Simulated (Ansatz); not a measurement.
CsPbBr3, cubic perovskite, relaxed with r2SCAN. Space group Pm-3m (No. 221), cubic; conventional cell a = 5.943 Å, 41.98 Å³ an atom. Cs has 12 Br at 4.20 Å; Pb has 6 Br at 2.97 Å; Br has 2 Pb at 2.97 Å and 4 Cs at 4.20 Å.

```cif
data_structure
_symmetry_space_group_name_H-M 'P 1'
_symmetry_Int_Tables_number 1
_cell_length_a 5.9430
_cell_length_b 5.9430
_cell_length_c 5.9430
_cell_angle_alpha 90.000
_cell_angle_beta 90.000
_cell_angle_gamma 90.000
_cell_volume 209.90
loop_
_atom_site_label
_atom_site_type_symbol
_atom_site_fract_x
_atom_site_fract_y
_atom_site_fract_z
_atom_site_occupancy
Cs1 Cs 0.00000 0.00000 0.00000 1
Pb1 Pb 0.50000 0.50000 0.50000 1
Br1 Br 0.50000 0.50000 0.00000 1
Br2 Br 0.50000 0.00000 0.50000 1
Br3 Br 0.00000 0.50000 0.50000 1
```

3 runs of Ansatz on this cell differ in the functional (and in the settings that go with it). Levels are in eV from each run's valence top; v1 is the last filled band, c1 the first empty one.

Run A, mean stress +0.7 GPa (compression positive):
```
point     v2     v1    c1    c2
    Γ  -1.83  -1.83  3.16  4.31
    X  -1.92  -1.32  2.64  4.57
    M  -1.49  -0.65  2.18  2.18
```

Run B, mean stress +0.3 GPa (compression positive):
```
point     v2     v1    c1    c2
    Γ  -2.35  -2.35  4.49  5.68
    X  -2.46  -1.58  3.94  5.97
    M  -1.99  -0.77  3.45  3.45
```

Run C, mean stress 0.0 GPa (compression positive):
```
point     v2     v1    c1    c2
    Γ  -1.98  -1.98  3.65  4.69
    X  -2.07  -1.40  3.02  5.06
    M  -1.63  -0.68  2.56  2.56
```

Q: Match the runs to PBE, r2SCAN, PBE0.

A: A is PBE, B is PBE0, C is r2SCAN. In order of the gap: PBE 1.67, r2SCAN 2.04, PBE0 2.90 eV.

Calculated for a static, non-magnetic cell.

Spin-orbit coupling is left out; in compounds of Pb, Bi, Tl or Hg it can lower a gap by up to about 1 eV, split its edges or invert the bands.

The stress of a hybrid is loosely converged in these runs.

The meshes of the hybrids are coarse, so their gaps aren't converged to the digits shown.
